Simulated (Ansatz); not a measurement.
MnAlGe (P4/nmm): electronic heat capacity from the density of states

All numbers below come from Ansatz, DFT PBEsol, scalar-relativistic, plane waves, PAW.

Settings: cutoff 420 eV, Γ-centred mesh 10×10×6 on the computed 6-atom cell, Gaussian smearing of 0.10 eV; collinear spin from starting moments 1.92 1.92 0 0 0 0 μB.

Relaxed cell: P4/nmm, a = 3.848 Å, b = 3.848 Å, c = 5.826 Å, α = 90.00°, β = 90.00°, γ = 90.00°, 6 atoms in the primitive cell. Whether it is the stable form of this composition wasn't checked.

The density of states at the Fermi level is 3.919 states/eV in the cell of 6 atoms (2 formula units; both spins, tetrahedra on a 15×15×9 mesh). The run ends with a moment of 3.53 μB a cell (largest on a site 1.74 μB), and the figure is for this state; a paramagnetic sample can have a quite different one. Another magnetic order, if the compound takes it, can change N(E_F) and the shape of the cell a good deal.

Q: What Sommerfeld coefficient does this give?

A: Per formula unit N(E_F) = 1.959 states/eV. γ = (π²/3) k_B² N(E_F) N_A = 2.357 mJ/(mol K²) per state/eV, so γ = 4.6 mJ/(mol K²), a mole of formula units. This is the bare band result: a measured γ of the same phase and magnetic order is as a rule larger by a factor 1 + λ from phonons and spin fluctuations. N(E_F) at one energy is sensitive to the mesh where the density of states has sharp peaks.

Only parallel moments were tried here.

Only this magnetic start was tried.